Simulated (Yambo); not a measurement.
Yambo run on CsBH4 (space group F-43m, No. 216). The wavefunctions come from this Quantum ESPRESSO step (PBEsol, PseudoDojo standard norm-conserving files, fully relativistic):

```
&CONTROL
  calculation = 'nscf'
  pseudo_dir = './pseudo'
  outdir = './out'
/
&SYSTEM
  ibrav = 0
  nat = 6
  ntyp = 3
  ecutwfc = 76.0
  ecutrho = 304.0
  occupations = 'fixed'
  force_symmorphic = .true.
  nbnd = 267
  noncolin = .true.
  lspinorb = .true.
/
&ELECTRONS
  conv_thr = 6.000000000000001e-09
  diago_full_acc = .true.
  diago_thr_init = 1e-08
/
ATOMIC_SPECIES
H 1.0080 H.upf
B 10.8100 B.upf
Cs 132.9055 Cs.upf
CELL_PARAMETERS angstrom
  0.000000000000   3.665985000000   3.665985000000
  3.665985000000   0.000000000000   3.665985000000
  3.665985000000   3.665985000000   0.000000000000
ATOMIC_POSITIONS crystal
H   0.403380000000   0.789860000000   0.403380000000
H   0.403380000000   0.403380000000   0.789860000000
H   0.403380000000   0.403380000000   0.403380000000
H   0.789860000000   0.403380000000   0.403380000000
B   0.500000000000   0.500000000000   0.500000000000
Cs   0.000000000000   0.000000000000   0.000000000000
K_POINTS automatic
2 2 2 0 0 0
```

Yambo input:

```
rim_cut
gw0
dyson
el_el_corr
HF_and_locXC
ppa
em1d
RandQpts= 1000000
RandGvec= 1 Ry
EXXRLvcs= 76 Ry
VXCRLvcs= 304 Ry
Chimod= "HARTREE"
% BndsRnXp
 1 | 264 |
%
NGsBlkXp= 7 Ry
% LongDrXp
 1.0 | 1.0 | 1.0 |
%
PPAPntXp= 27.2114 eV
% GbndRnge
 1 | 264 |
%
GTermKind= "BG"
DysSolver= "n"
ExtendOut
% QPkrange
 1 | 1 | 16 | 17 |
 2 | 2 | 16 | 17 |
 3 | 3 | 14 | 18 |
%
```

k points by index: 1 = Γ, 2 = L, 3 = X.

Resulting energies as the program prints them:

```
#    K-point    Band    Eo [eV]    E [eV]    E-Eo [eV]    Vxc [eV]    Vnlxc [eV]    Sc|Eo [eV]    Sc|E [eV]    dSc/dw|Eo [eV]    Re(Z)    Im(Z)
#
    1    16    -0.053256    -2.049597    -1.996341    -12.11167    -16.38076    1.835012    2.272752    -5.966283    0.820170    -0.001331
    1    17    5.907455    6.779110    0.871656    -7.021382    -3.122013    -2.894007    -3.027714    -4.173574    0.867019    -0.001011
    2    16    -0.311810    -2.311299    -1.999489    -11.77293    -16.05210    1.840631    2.279677    -5.974656    0.819963    -0.001352
    2    17    7.210414    7.892597    0.682183    -6.286084    -2.718960    -2.786334    -2.884941    -3.932700    0.873725    -0.979928E-3
    3    14    -0.051180    -2.031603    -1.980423    -12.16038    -16.36293    1.791375    2.222120    -5.918146    0.821361    -0.001320
    3    15    0.000000    -1.972318    -1.972318    -12.22083    -16.40081    1.779305    2.207657    -5.909449    0.821577    -0.001314
    3    16    0.000000    -1.972312    -1.972312    -12.22083    -16.40080    1.779300    2.207651    -5.909444    0.821577    -0.001314
    3    17    5.518272    6.373781    0.855509    -6.580573    -2.889247    -2.711887    -2.835817    -3.941415    0.873480    -0.964887E-3
    3    18    5.518272    6.373781    0.855509    -6.580573    -2.889247    -2.711888    -2.835817    -3.941414    0.873480    -0.964887E-3
```
(The two width columns are left out.) Convergence of these settings isn't established.

Geometry of the Materials Project entry, not relaxed at this level.

The structure is a Materials Project entry; no match was found in the copy of COD used, and its stability was not checked.
